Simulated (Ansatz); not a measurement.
BiPdCl: settings compared (Ansatz)

Launch command:

```bash
ansatz run input.yaml --threads 1 --pin off --max-ram 2560MiB --backend cpu --events-out ev --progress --plain --runs-dir out
```

Input:

```yaml
crystal:
  lattice:
    - [3.99546915, 0.0, 0.0]
    - [0.0, 3.99546915, 0.0]
    - [0.0, 0.0, 7.5698215]
  atoms:
    - { symbol: Bi, position: [0.0, 0.5, 0.171] }
    - { symbol: Bi, position: [0.5, 0.0, 0.829] }
    - { symbol: Pd, position: [0.0, 0.0, 0.0] }
    - { symbol: Pd, position: [0.5, 0.5, 0.0] }
    - { symbol: Cl, position: [0.0, 0.5, 0.65] }
    - { symbol: Cl, position: [0.5, 0.0, 0.35] }
  symmetry: { tolerance: 0.0003 }
kpoints:
  mp_grid: { grid: [5, 5, 3], shift: [0, 0, 0] }
magnetization:
  spin_polarized: false
scf:
  occupations: { method: methfessel_paxton, width: 0.0216 }
hamiltonian:
  pseudopotentials: { kind: paw }
  xc: pbe
basis:
  ecutwfc: 420
output:
  forces: true
  stress: true
  eigenvalues: true
  write_density: true
  write_potential: true
  elf: true
  volumetric_format: npy
```

Origin of the cell: a known structure type with other elements, at an estimated volume, so it need not be a known compound.

Output of this run (shortened):

```
Pseudopotentials: kind: paw
Pseudopotential: Bi, paw, valence charge 15, recommended cutoff 420 eV (normal), Bi.paw.azcp
Pseudopotential: Pd, paw, valence charge 18, recommended cutoff 420 eV (normal), Pd.paw.azcp
Pseudopotential: Cl, paw, valence charge 7, recommended cutoff 420 eV (normal), Cl.paw.azcp
Functional definition: PBE
  exchange = pbe_x(kappa = kappa, mu = beta*pi^2/3)
  correlation = pbe_c(beta = beta)
Crystal: 6 atoms, lattice volume = 120.843 Å³
Basis set: ecut = 420 eV, 2385 PW (Γ), exchange–correlation on 54×54×108 points (8 copies of the dense FFT grid, shifted against one another)
Bands: 48, of which v1, the nominal top of the filled ones, is band 40 counted from 1 (39 counted from 0)
Symmetry: 16 space group operations
Space group: P4/nmm (ITA 129), of the structure as read, at distance tolerance 1.5e-3 Å
[… 7 lines left out …]
Initial density: superposition of atomic densities (neutral atoms: chi_scale 0, normalization atom), corrected by the library's trained network
Functional: x = pbe(κ = 0.804, μ = 0.219515), c = pbe(β = 0.066725)
SCF iter   1: F=—  HF=-40893.463842 eV  Δρ=4.76e-3  dr2=2.92e-2  defer=1
SCF iter   2: F=—  HF=-40893.461362 eV  S|Δr|=    0.00e0  Δρ=2.52e-3  dr2=8.88e-3  defer=37
SCF iter   3: F=—  HF=-40893.460018 eV  S|Δr|=    0.00e0  Δρ=1.25e-3  dr2=1.68e-3  defer=37
SCF iter   4: F=—  HF=-40893.459687 eV  S|Δr|=    0.00e0  Δρ=4.78e-4  dr2=6.40e-4  defer=37
SCF iter   5: F=—  HF=-40893.459621 eV  S|Δr|=    0.00e0  Δρ=3.38e-4  dr2=2.67e-4  defer=37
SCF iter   6: F=—  HF=-40893.459571 eV  S|Δr|=    0.00e0  Δρ=1.19e-4  dr2=3.07e-5  defer=37
SCF iter   7: F=—  HF=-40893.459574 eV  S|Δr|=    0.00e0  Δρ=3.56e-5  dr2=7.63e-7  defer=37
SCF iter   8: F=—  HF=-40893.459574 eV  S|Δr|=    0.00e0  Δρ=1.01e-5  dr2=1.00e-7  defer=37
SCF iter   9: F=-40893.459574 eV  HF=-40893.459574 eV  S|Δr|=    0.00e0  Δρ=2.24e-6  dr2=5.05e-9
SCF 1 converged in 9 iterations: F = -40893.459574 eV  dr2 = 5.05e-9
SCF converged after 9 iterations
Stability not checked: this state was not tested for a lower state beside it, because cold or Methfessel-Paxton smearing, or corrected tetrahedra, fill the levels in a way that the test cannot read (fill_not_monotonic; […]
Free energy (F): -40893.459574 eV
Harris-Foulkes:  -40893.459574 eV  (|F-HF|=1.70e-9)
Internal energy: -40893.459588 eV  (E = F + TS)
E sigma→0 (E₀):  -40893.459578 eV
Entropy (-TS):   0.000014 eV (0.002 meV/atom)
Fermi energy:    12.682529 eV
--- Per-component energies (eV) ---
  E_band       = -653.341054
  E_kinetic    = 1997.777969
  E_local      = -13152.151379  (includes V_loc(G=0)·N_el)
  E_nonlocal   = 1619.563148
  E_hartree    = 5545.079115
  E_xc         = -868.453025
  E_vxc        = -975.012025  (∫ρ·V_xc dr)
  E_paw        = -30151.568187  (= ΣΔE_a)
  E_vpaw       = -1233.674979  (= ΣTr[D̂ρ^β])
  E_aug_tail   = -0.000345  (compensation charges beyond the density's cutoff)
  E_ewald      = -5883.706883
  E_smearing   = 0.000014  (= −TS)
  Σ components = -40893.459574   (vs F -40893.459574, Δ=0.00e0)
--- Forces (eV/Å), atoms counted from 1 ---
  atom   1  Bi     0.000000     0.000000    11.174473
  atom   2  Bi     0.000000     0.000000   -11.174473
  atom   3  Pd     0.000000     0.000000    -0.000000
  atom   4  Pd     0.000000     0.000000     0.000000
  atom   5  Cl     0.000000     0.000000    -0.503487
  atom   6  Cl     0.000000     0.000000     0.503487
  max |Σ_I F_I| component: 0.00e0 eV/Å
--- Stress (GPa, compression-positive) ---
       49.878671       0.000000       0.000000
        0.000000      49.878671       0.000000
        0.000000       0.000000      42.701944
  P = ⅓ Tr σ = 47.4864 GPa (474.864 kbar)
```

The same input was run again with these changes:

1. `hamiltonian.xc` pbe → revpbe; `hamiltonian.dispersion` default → d3bj
2. `scf.convergence.dr2_threshold` default → 1.0e-08
3. `hamiltonian.xc` pbe → rpbe; `basis.xc_grid` default → 1
4. `basis.ecutrho_ratio` default → 12; `scf.mixing.preconditioner` default → resta; `scf.n_extra_bands` default → 32

| run | end | SCF iterations | P (GPa) | max force component (eV/Å) | moment (μB) | ΔE(σ→0) (meV/atom) |
| --- | --- | --- | --- | --- | --- | --- |
| base | converged | 9 | 47.49 | 11.174 | – | 0 |
| 1 | converged | 9 | 42.67 | 11.312 | – | – |
| 2 | converged | 9 | 47.49 | 11.174 | – | 0.00 |
| 3 | converged | 8 | 50.52 | 11.371 | – | – |
| 4 | converged | 8 | 47.49 | 11.175 | – | 0.01 |

Energies are compared only where functional, datasets, charge and starting cell are the same.

Caveats of the base run: no spin, though holes on the anions or broken bonds may carry moments; no spin-orbit coupling, though heavy elements are present; the given cell is far from equilibrium, with atoms too close or a volume far off; the k mesh is coarse if the cell is a metal.

Run 1: forces of this functional can be a tenth off on datasets made under PBE.
Run 3: forces of this functional can be a tenth off on datasets made under PBE.

Time of the base run: 8.1 s on 1 thread of Arm Neoverse V1, on a shared host, peak memory 0.39 GiB, from the program's own first density.
